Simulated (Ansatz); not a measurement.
Consider the following.

Bi:
```cif
data_Bi2
_chemical_formula_sum 'Bi2'
_space_group_name_H-M_alt 'P 1'
_space_group_IT_number 1
_cell_length_a 4.58831
_cell_length_b 4.58831
_cell_length_c 3.26723
_cell_angle_alpha 90.000
_cell_angle_beta 90.000
_cell_angle_gamma 90.000
loop_
_space_group_symop_operation_xyz
  'x, y, z'
loop_
_atom_site_label
_atom_site_type_symbol
_atom_site_fract_x
_atom_site_fract_y
_atom_site_fract_z
_atom_site_occupancy
Bi1 Bi 0.00000 0.50000 0.52811 1
Bi2 Bi 0.50000 0.00000 0.47189 1
```

This is the r²SCAN-relaxed structure.

**Question.** All from plane-wave PAW r²SCAN (Ansatz code), unless another level is named. Predict the density of states at the Fermi level.

**Answer.** 0.59 states/eV per atom (mean over ±0.08 eV).

**Question.** What about the gap with spin–orbit coupling?

**Answer.** none (metallic).

Space group P4/nmm. The first step of the workflow began from a Materials Project structure, measured or hypothetical; the Crystallography Open Database copy checked does not list it. It is not the phase usual at ambient conditions (space group No. 166). The r²SCAN relaxation kept the symmetry of its start; of distortions, only those at the zone centre were tested. Scalar-relativistic: spin–orbit coupling is off unless named, which matters more the heavier the elements.

Potentials: the earlier of the program's two PAW sets.
